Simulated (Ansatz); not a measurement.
Cs:
```
CELL_PARAMETERS angstrom
     -2.41903     2.41903     8.74481
      2.41903    -2.41903     8.74481
      2.41903     2.41903    -8.74481
ATOMIC_POSITIONS crystal
  Cs 0.25000 0.75000 0.50000
  Cs 0.50000 0.50000 0.00000
```

Relaxed with LDA. Special points in fractions of this cell's reciprocal vectors: Γ (0.000, 0.000, 0.000); X (0.000, 0.000, 0.500); P (0.250, 0.250, 0.250); N (0.000, 0.500, 0.000); M (0.500, 0.500, -0.500); S (0.269, 0.731, -0.269); S0 (-0.269, 0.269, 0.269); R (-0.038, 0.038, 0.500); G (0.500, 0.500, -0.038).

List the band energies nearest the Fermi level at these points for the program Ansatz at the LDA level (PAW).

In eV from the Fermi level; about four levels below and three above (degenerate sets whole), none deeper than 8.9 eV; points with the same levels are listed once.

| k | below | above |
|---|---|---|
| Γ | -1.82 -0.14 | 0.86 1.46 1.47 |
| X | – | 0.39 0.39 1.24 1.24 |
| P | – | 0.40 0.40 1.13 1.13 |
| N | -0.18 | 0.32 0.46 1.22 |
| M | -1.16 -1.16 | 1.15 1.15 1.91 1.91 |
| S | -0.15 | 0.21 0.47 1.20 |
| R | – | 0.40 0.40 1.22 1.22 |

Space group I4_1/amd. The first step of the workflow began from a Materials Project structure, measured or hypothetical; the Crystallography Open Database copy checked does not list it. It is not the phase usual at ambient conditions (space group No. 229). The cell was relaxed with LDA under the symmetry of its start; of distortions, only those at the zone centre were tested. Spin–orbit coupling is left out wherever it is not named.

Potentials: the earlier of the program's two PAW sets.
